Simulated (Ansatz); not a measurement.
Ansatz (a first-principles code) input:

Ansatz 0.2 input:
```yaml
crystal:
  lattice:
    - [3.30259998, 0.0, 0.0]
    - [-1.65129999, 2.8601354813, 0.0]
    - [0.0, 0.0, 13.2273738611]
  atoms:
    - { symbol: W, position: [0.3333333333, 0.6666666667, 0.25] }
    - { symbol: W, position: [0.6666666667, 0.3333333333, 0.75] }
    - { symbol: Se, position: [0.3333333333, 0.6666666667, 0.6242265605] }
    - { symbol: Se, position: [0.6666666667, 0.3333333333, 0.1242265605] }
    - { symbol: Se, position: [0.6666666667, 0.3333333333, 0.3757734395] }
    - { symbol: Se, position: [0.3333333333, 0.6666666667, 0.8757734395] }
kpoints:
  mp_grid: { grid: [8, 8, 2] }
  band_path:
    path:
      - [[0.0, 0.0, 0.0], [0.5, 0.0, 0.0], [0.3333333333, 0.3333333333, 0.0], [0.0, 0.0, 0.0], [0.0, 0.0, 0.5], [0.5, 0.0, 0.5], [0.3333333333, 0.3333333333, 0.5], [0.0, 0.0, 0.5]]  # Γ-M-K-Γ-A-L-H-A
      - [[0.5, 0.0, 0.5], [0.5, 0.0, 0.0]]  # L-M
      - [[0.3333333333, 0.3333333333, 0.5], [0.3333333333, 0.3333333333, 0.0]]  # H-K
      - [VBM, CBM]
    npoints: 8
hamiltonian:
  xc: r2scan
  dispersion: d4
  pseudopotentials: { kind: paw }
magnetization: { noncollinear: true, spin_orbit: true }
scf:
  n_extra_bands: 12
  convergence: { dr2_threshold: 0.0000000001 }
  occupations: { method: gaussian, width: 0.01 }
checkpoint: { write: soc.run }
output: { eigenvalues: true }
```

Output (shortened):

```
Pseudopotential: W, paw_fr, valence charge 14
Pseudopotential: Se, paw_fr, valence charge 16
Functional definition: r2SCAN
non-collinear run that drives no moment, with spin-orbit …
Crystal: 6 atoms, lattice volume = 124.944 Å³
Basis set: ecut = 500 eV, 3133 PW (Γ), exchange–correlation on 100×100×400 points (64 copies of the dense FFT grid, shifted against one another)
Bands: 104, of which v1, the nominal top of the filled ones, is band 92 counted from 1 (91 counted from 0)
Symmetry: 24 space group operations + 24 with time reversal
k-points: 20 of 128
Projection manifold: j_resolved (fully-relativistic pseudo-atomic orbitals)
SCF iter   1: F=—  HF=-42650.492271 eV  |F-HF|=—  |Δ(HF+E_count)|=         —  Δρ=3.34e-2  dr2=4.27e0  dr2_τ=3.85e-2  dr2_m=0.00e0 (ungated)  ethr=3.10e-3  |M|=0.00e0 ∫|m|=0.00e0 μB  |m|>n=0.0e0 m-floor=0.0e0 τ_xc=0.0e0  β_m=0.30  ⟨swp⟩=5.8  Hψ=4636  notcnv=0
preconditioner: auto → Resta (q_TF=auto, 2.593 Å⁻¹)
spin=Noncollinear: Resta preconditioning applied to the charge; magnetization (m_x, m_y, m_z) channels mix plain (no charge-response kernel on spin).
SCF iter   2: F=—  HF=-42650.287724 eV  |F-HF|=—  |Δ(HF+E_count)|=   2.05e-1  Δρ=2.52e-2  dr2=1.67e0  dr2_τ=4.14e-3  dr2_m=0.00e0 (ungated)  ethr=3.10e-3  |M|=0.00e0 ∫|m|=0.00e0 μB  |m|>n=0.0e0 m-floor=0.0e0 τ_xc=0.0e0  β_m=0.56  ⟨swp⟩=2.0  Hψ=1306  notcnv=0  defer=100
SCF iter   3: F=—  HF=-42650.120324 eV  |F-HF|=—  |Δ(HF+E_count)|=   1.67e-1  Δρ=9.16e-3  dr2=2.97e-1  dr2_τ=9.54e-3  dr2_m=0.00e0 (ungated)  ethr=1.82e-3  |M|=0.00e0 ∫|m|=0.00e0 μB  |m|>n=0.0e0 m-floor=0.0e0 τ_xc=0.0e0  β_m=0.59  ⟨swp⟩=2.1  Hψ=1363  notcnv=0  defer=100
SCF iter   4: F=—  HF=-42650.095306 eV  |F-HF|=—  |Δ(HF+E_count)|=   2.50e-2  Δρ=2.86e-3  dr2=1.42e-2  dr2_τ=7.34e-5  dr2_m=0.00e0 (ungated)  ethr=3.22e-4  |M|=0.00e0 ∫|m|=0.00e0 μB  |m|>n=0.0e0 m-floor=0.0e0 τ_xc=0.0e0  β_m=0.68  ⟨swp⟩=2.5  Hψ=1355  notcnv=0  defer=100
SCF iter   5: F=—  HF=-42650.096322 eV  |F-HF|=—  |Δ(HF+E_count)|=   1.02e-3  Δρ=1.20e-3  dr2=2.76e-3  dr2_τ=1.65e-5  dr2_m=0.00e0 (ungated)  ethr=1.54e-5  |M|=0.00e0 ∫|m|=0.00e0 μB  |m|>n=0.0e0 m-floor=0.0e0 τ_xc=0.0e0  β_m=0.74  ⟨swp⟩=2.8  Hψ=1968  notcnv=0  defer=102
SCF iter   6: F=—  HF=-42650.096682 eV  |F-HF|=—  |Δ(HF+E_count)|=   3.60e-4  Δρ=4.02e-4  dr2=2.36e-4  dr2_τ=2.34e-6  dr2_m=0.00e0 (ungated)  ethr=3.00e-6  |M|=0.00e0 ∫|m|=0.00e0 μB  |m|>n=0.0e0 m-floor=0.0e0 τ_xc=0.0e0  β_m=0.87  ⟨swp⟩=2.0  Hψ=1938  notcnv=0  defer=102
SCF iter   7: F=—  HF=-42650.096770 eV  |F-HF|=—  |Δ(HF+E_count)|=   8.77e-5  Δρ=9.66e-5  dr2=1.09e-5  dr2_τ=2.37e-7  dr2_m=0.00e0 (ungated)  ethr=2.57e-7  |M|=0.00e0 ∫|m|=0.00e0 μB  |m|>n=0.0e0 m-floor=0.0e0 τ_xc=0.0e0  β_m=0.93  ⟨swp⟩=2.0  Hψ=1357  notcnv=0  defer=102
SCF iter   8: F=—  HF=-42650.096781 eV  |F-HF|=—  |Δ(HF+E_count)|=   1.19e-5  Δρ=2.72e-5  dr2=1.01e-6  dr2_τ=1.24e-8  dr2_m=0.00e0 (ungated)  ethr=1.18e-8  |M|=0.00e0 ∫|m|=0.00e0 μB  |m|>n=0.0e0 m-floor=0.0e0 τ_xc=0.0e0  β_m=0.97  ⟨swp⟩=2.0  Hψ=1349  notcnv=0  defer=102
SCF iter  11: F=-42650.096734 eV  HF=-42650.096734 eV  |F-HF|=2.18e-11  |Δ(HF+E_count)|=  4.58e-10  Δρ=1.63e-7  dr2=2.79e-11  dr2_τ=3.53e-13  dr2_m=0.00e0 (ungated)  ethr=1.00e-12  |M|=0.00e0 ∫|m|=0.00e0 μB  |m|>n=0.0e0 m-floor=0.0e0 τ_xc=0.0e0  ⟨swp⟩=9.5  Hψ=3959  notcnv=0
SCF 1 converged in 11 iterations: F = -42650.096734 eV  dr2 = 2.79e-11
NSCF: frozen V_eff on 28 k-points
NSCF: frozen V_eff on 28 k-points
NSCF: frozen V_eff on 28 k-points
NSCF: frozen V_eff on 5 k-points
NSCF: frozen V_eff on 13 k-points
NSCF: frozen V_eff on 8 k-points
NSCF: frozen V_eff on 16 k-points
NSCF: frozen V_eff on 3 k-points
NSCF: frozen V_eff on 7 k-points
NSCF: frozen V_eff on 5 k-points
NSCF: frozen V_eff on 13 k-points
NSCF: frozen V_eff on 11 k-points
NSCF: frozen V_eff on 84 k-points
SCF converged after 11 iterations
Magnetization: |M| = 0.0000 μB,  M = (+0.0000, +0.0000, +0.0000) μB
Absolute magnetization: 0.0000 μB (∫|m|)
  site 0: m = (+0.0000, +0.0000, +0.0000) μB, |m| = 0.0000 μB  (R = 1.04 Å)
  site 1: m = (+0.0000, +0.0000, +0.0000) μB, |m| = 0.0000 μB  (R = 1.04 Å)
  site 2: m = (+0.0000, +0.0000, +0.0000) μB, |m| = 0.0000 μB  (R = 1.04 Å)
  site 3: m = (+0.0000, +0.0000, +0.0000) μB, |m| = 0.0000 μB  (R = 1.04 Å)
  site 4: m = (+0.0000, +0.0000, +0.0000) μB, |m| = 0.0000 μB  (R = 1.04 Å)
  site 5: m = (+0.0000, +0.0000, +0.0000) μB, |m| = 0.0000 μB  (R = 1.04 Å)
Free energy (F): -42650.096734 eV
Harris-Foulkes:  -42650.096734 eV  (|F-HF|=2.18e-11)
Internal energy: -42650.096734 eV  (E = F + TS)
E sigma→0 (E₀):  -42650.096734 eV
Fermi energy:    12.944717 eV
--- Per-component energies (eV) ---
  E_band       = -1816.391663
  E_kinetic    = 1381.321299
  E_local      = -11896.217756  (includes V_loc(G=0)·N_el)
  E_nonlocal   = -2385.363351
  E_hartree    = 5710.206797
  E_xc         = -892.882150
  E_vxc        = -945.475408  (∫ρ·V_xc dr)
  E_paw        = -24818.772399  (= ΣΔE_a)
  E_vpaw       = 561.392151  (= ΣTr[D̂ρ^β])
  E_aug_tail   = -0.000952  (compensation charges beyond the density's cutoff)
  E_vtau       = 47.539019  (kinetic-family band-sum trace: ∫τ·v_τ [+ j·A + Jᵃ·Aᵃ] dr)
  E_ewald      = -9739.197328
  E_disp       = -0.979936  (pairwise vdW)
  E_core_change = -8.210959  (= ΣΔE_core)
  E_smearing   =  0.000000  (= −TS)
  E_closure    =  0.000000  (closes the sum)
  Σ components = -42650.096734   (vs F -42650.096734, Δ=0.00e0)
  [band-id]    e_kinetic+e_local+e_nonlocal+2·e_hartree+e_vxc+e_vpaw+e_augmentation_tail+e_vtau = -1816.391402   (vs E_band -1816.391663, Δ=2.61e-4)
--- Band table (eV; the first three rows and the last of 20) ---
  k-point 0: bands = ["-63.7669", "-63.7669", "-63.7669", "-63.7669", "-36.9385", "-36.9385", "-36.9384", "-36.9384", "-36.9381", "-36.9381", "-36.9381", "-36.9381", "-36.9103", "-36.9103", "-36.9101", "-36.9101", "-36.9095", "-36.9095", "-36.9093", …
  k-point 1: bands = ["-63.7669", "-63.7669", "-63.7669", "-63.7669", "-36.9385", "-36.9385", "-36.9385", "-36.9385", "-36.9381", "-36.9381", "-36.9381", "-36.9381", "-36.9102", "-36.9102", "-36.9102", "-36.9102", "-36.9094", "-36.9094", "-36.9094", …
  k-point 2: bands = ["-63.7653", "-63.7653", "-63.7653", "-63.7653", "-36.9382", "-36.9382", "-36.9382", "-36.9382", "-36.9379", "-36.9379", "-36.9379", "-36.9379", "-36.9101", "-36.9101", "-36.9099", "-36.9099", "-36.9095", "-36.9095", "-36.9094", …
  k-point 19: bands = ["-63.7546", "-63.7546", "-63.7546", "-63.7546", "-36.9376", "-36.9376", "-36.9368", "-36.9368", "-36.9362", "-36.9362", "-36.9360", "-36.9360", "-36.9103", "-36.9103", "-36.9093", "-36.9093", "-36.9093", "-36.9093", "-36.9082", …
```

Cost: around 14 core-minutes (rough) on shared cores.

Space group P6_3/mmc. Symmetry was held in the r²SCAN+D4 relaxation. No spin polarisation was allowed.

Potentials: the later of the program's two PAW sets.

Ansatz is a plane-wave DFT program.
